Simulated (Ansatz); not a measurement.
# Al2O3 (corundum), energy against volume

Al$_{2}$O$_{3}$ (corundum)

```cif
data_Al4O6
_chemical_formula_sum 'Al4 O6'
_space_group_name_H-M_alt 'P 1'
_space_group_IT_number 1
_cell_length_a 5.13914
_cell_length_b 5.13914
_cell_length_c 5.13914
_cell_angle_alpha 55.342
_cell_angle_beta 55.342
_cell_angle_gamma 55.342
loop_
_space_group_symop_operation_xyz
  'x, y, z'
loop_
_atom_site_label
_atom_site_type_symbol
_atom_site_fract_x
_atom_site_fract_y
_atom_site_fract_z
_atom_site_occupancy
Al1 Al 0.35203 0.35203 0.35203 1
Al2 Al 0.14797 0.14797 0.14797 1
Al3 Al 0.64797 0.64797 0.64797 1
Al4 Al 0.85203 0.85203 0.85203 1
O1 O 0.55585 0.94415 0.25000 1
O2 O 0.25000 0.55585 0.94415 1
O3 O 0.94415 0.25000 0.55585 1
O4 O 0.44415 0.05585 0.75000 1
O5 O 0.75000 0.44415 0.05585 1
O6 O 0.05585 0.75000 0.44415 1
```

Equation-of-state scan: isotropic scaling of the cell above, V₀ being its volume. The atoms relax within the cell's symmetry.

Method: PBEsol (plane waves to 420 eV, PAW, scalar-relativistic; Ansatz, a quantum-chemistry and plane-wave program). k mesh 8×8×8 (Γ-centred), Fermi-Dirac smearing 0.05 eV. The energy includes the smearing's −TS. Stress and pressure are positive under compression. With the shape held, the modulus is that of even scaling; a crystal free to change shape is softer. Al2O3 was relaxed with its symmetry unable to fall. The PAW data are Ansatz's earlier set. ΔE is measured from the relaxed starting cell.

| V (Å³/cell) | ΔE (kJ/mol of atoms) | P (GPa) |
|---|---|---|
| 80.45 | 2.49 | 17.0 |
| 81.31 | 1.70 | 13.8 |
| 82.16 | 1.07 | 10.7 |
| 83.02 | 0.59 | 7.8 |
| 83.88 | 0.26 | 5.1 |
| 84.73 | 0.06 | 2.5 |
| 85.59 | 0.00 | 0.0 |
| 86.44 | 0.06 | -2.4 |
| 87.30 | 0.24 | -4.6 |
| 88.16 | 0.53 | -6.8 |
| 89.01 | 0.94 | -8.8 |
| 89.87 | 1.44 | -10.7 |
| 90.72 | 2.04 | -12.6 |

Derived quantities:

```yaml
pressure_at_the_smallest_volume: 17.0 GPa
energy_cost_of_the_largest_compression: 25.8 meV/atom
energy_cost_of_the_largest_expansion: 21.1 meV/atom
Bulk modulus at fixed cell shape B₀ (third-order Birch-Murnaghan fit): 242 GPa
Pressure derivative B₀′ (fit): 4.0
equilibrium_volume_of_the_fit: 8.56 Å³/atom
Pressure for 5 % compression (fit): 13.8 GPa
```

(Under strain, the slope of the energy per volume gives the stress and its curvature an elastic modulus.)
